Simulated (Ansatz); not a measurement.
Input and command of a calculation in Ansatz (plane waves; scalar-relativistic PAW potentials unless the input names others):

```yaml
crystal:
  lattice:
    - [3.6556017382, 0.0, 0.0]
    - [-1.8278008691, 3.1658439714, 0.0]
    - [0.0, 0.0, 12.9144605731]
  atoms:
    - { symbol: B, position: [0.3333333333, 0.6666666667, 0.25] }
    - { symbol: B, position: [0.6666666667, 0.3333333333, 0.75] }
    - { symbol: Pb, position: [0.3333333333, 0.6666666667, 0.6308230526] }
    - { symbol: Pb, position: [0.6666666667, 0.3333333333, 0.1308230526] }
    - { symbol: Pb, position: [0.3333333333, 0.6666666667, 0.8691769474] }
    - { symbol: Pb, position: [0.6666666667, 0.3333333333, 0.3691769474] }
basis:
  ecutwfc: 500
kpoints:
  mp_grid: { grid: [12, 12, 4] }
hamiltonian:
  xc: r2scan
scf:
  occupations: { method: gaussian, width: 0.1 }
  mixing: { algorithm: msr1, beta: 0.05 }
output:
  forces: true
  eigenvalues: true
  stress: true
```

```bash
ansatz run input.yaml --threads 1 --pin off --max-ram 2560MiB --backend cpu --events-out ev --progress --plain --runs-dir out
```

Abridged log:
```
Pseudopotentials: kind: paw
Pseudopotential: B, paw, valence charge 3, recommended cutoff 500 eV (meta_gga)
Pseudopotential: Pb, paw, valence charge 14, recommended cutoff 500 eV (meta_gga)
Functional definition: r2SCAN
Crystal: 6 atoms, lattice volume = 149.460 Å³
Basis set: ecut = 500 eV, 3839 PW (Γ), exchange–correlation on 108×108×384 points (64 copies of the dense FFT grid, shifted against one another)
Bands: 38, of which v1, the nominal top of the filled ones, is band 31 counted from 1 (30 counted from 0)
Symmetry: 24 space group operations
Space group: P63/mmc (ITA 194), of the structure as read, at distance tolerance 5.3e-5 Å
k-points: 57 of 576
Initial density: superposition of atomic densities (neutral atoms: chi_scale 0, normalization atom), corrected by the library's trained network
Initial wavefunctions: pseudopotential atomic-orbital guess
Functional: x = r2scan, c = r2scan; τ floored in thin density (d = 2e-4 eV/Å³)
SCF iter   1: F=—  HF=-47991.926288 eV  |F-HF|=—  |Δ(HF+E_count)|=         —  Δρ=7.06e-3  dr2=8.86e-2  dr2_τ=7.31e-2  ethr=1.77e-3  ⟨swp⟩=7.9  Hψ=10268  notcnv=0  defer=5
SCF iter   2: F=—  HF=-47991.968480 eV  |F-HF|=—  |Δ(HF+E_count)|=   4.22e-2  Δρ=6.67e-3  dr2=7.58e-2  dr2_τ=4.76e-4  ethr=1.43e-4  ⟨swp⟩=1.9  Hψ=2895  notcnv=0  defer=61
SCF iter   3: F=—  HF=-47991.948425 eV  |F-HF|=—  |Δ(HF+E_count)|=   2.01e-2  Δρ=1.74e-3  dr2=9.60e-3  dr2_τ=4.91e-4  ethr=1.22e-4  ⟨swp⟩=2.7  Hψ=4036  notcnv=0  defer=61
SCF iter   4: F=—  HF=-47991.948595 eV  |F-HF|=—  |Δ(HF+E_count)|=   1.70e-4  Δρ=8.36e-4  dr2=2.13e-3  dr2_τ=1.77e-5  ethr=1.55e-5  ⟨swp⟩=3.0  Hψ=3822  notcnv=0  defer=61
SCF iter   5: F=—  HF=-47991.948997 eV  |F-HF|=—  |Δ(HF+E_count)|=   4.02e-4  Δρ=2.05e-4  dr2=1.51e-4  dr2_τ=1.91e-6  ethr=3.43e-6  ⟨swp⟩=2.0  Hψ=2659  notcnv=0  defer=61
SCF iter   6: F=—  HF=-47991.949006 eV  |F-HF|=—  |Δ(HF+E_count)|=   8.57e-6  Δρ=5.79e-5  dr2=1.53e-5  dr2_τ=2.40e-7  ethr=2.43e-7  ⟨swp⟩=2.2  Hψ=2684  notcnv=0  defer=61
SCF iter   7: F=—  HF=-47991.949010 eV  |F-HF|=—  |Δ(HF+E_count)|=   4.44e-6  Δρ=2.87e-5  dr2=3.16e-6  dr2_τ=3.36e-8  ethr=2.46e-8  ⟨swp⟩=2.4  Hψ=2990  notcnv=0  defer=65
SCF iter   8: F=—  HF=-47991.949011 eV  |F-HF|=—  |Δ(HF+E_count)|=   4.00e-7  Δρ=9.93e-6  dr2=2.83e-7  dr2_τ=5.81e-9  ethr=5.10e-9  ⟨swp⟩=2.0  Hψ=2492  notcnv=0  defer=65
SCF iter   9: F=-47991.949011 eV  HF=-47991.949011 eV  |F-HF|=5.74e-9  |Δ(HF+E_count)|=   5.68e-8  Δρ=2.25e-6  dr2=1.79e-8  dr2_τ=4.62e-10  ethr=1.61e-10  ⟨swp⟩=10.9  Hψ=11396  notcnv=0
SCF 1 converged in 9 iterations: F = -47991.949011 eV  dr2 = 1.79e-8
SCF converged after 9 iterations
Free energy (F): -47991.949011 eV
Harris-Foulkes:  -47991.949011 eV  (|F-HF|=5.74e-9)
Internal energy: -47991.940609 eV  (E = F + TS)
E sigma→0 (E₀):  -47991.944810 eV
Entropy (-TS):   -0.008402 eV (-1.400 meV/atom)
Fermi energy:    9.024878 eV
--- Forces (eV/Å), atoms counted from 1 ---
  atom   1  B      0.00000000     0.00000000     0.00000000
  atom   2  B      0.00000000     0.00000000     0.00000000
  atom   3  Pb     0.00000000     0.00000000    -0.00047474
  atom   4  Pb     0.00000000     0.00000000    -0.00047474
  atom   5  Pb     0.00000000     0.00000000     0.00047474
  atom   6  Pb     0.00000000     0.00000000     0.00047474
--- Stress (GPa, compression-positive) ---
       -0.005938       0.000000       0.000000
        0.000000      -0.005938       0.000000
        0.000000       0.000000      -0.005830
  P = ⅓ Tr σ = -0.0059 GPa (-0.059 kbar)
```

Apart from outputs, empty bands and the relaxation, which only the reference makes, the input differs from a reference run on usual settings in scf.mixing.algorithm: not typed → "msr1"; scf.mixing.beta: not typed → 0.05. The reference, at the same geometry, ended its own course with pressure -0.01 GPa, largest force 0.000 eV/Å, no gap on the mesh. This run converged in 9 SCF iterations with an energy at zero smearing within 0.01 meV/atom of the reference's, pressure -0.01 GPa, largest force 0.000 eV/Å, no gap on the mesh.

It took 45 s on 1 thread of Arm Neoverse V1, on a shared host, peak memory 0.83 GiB.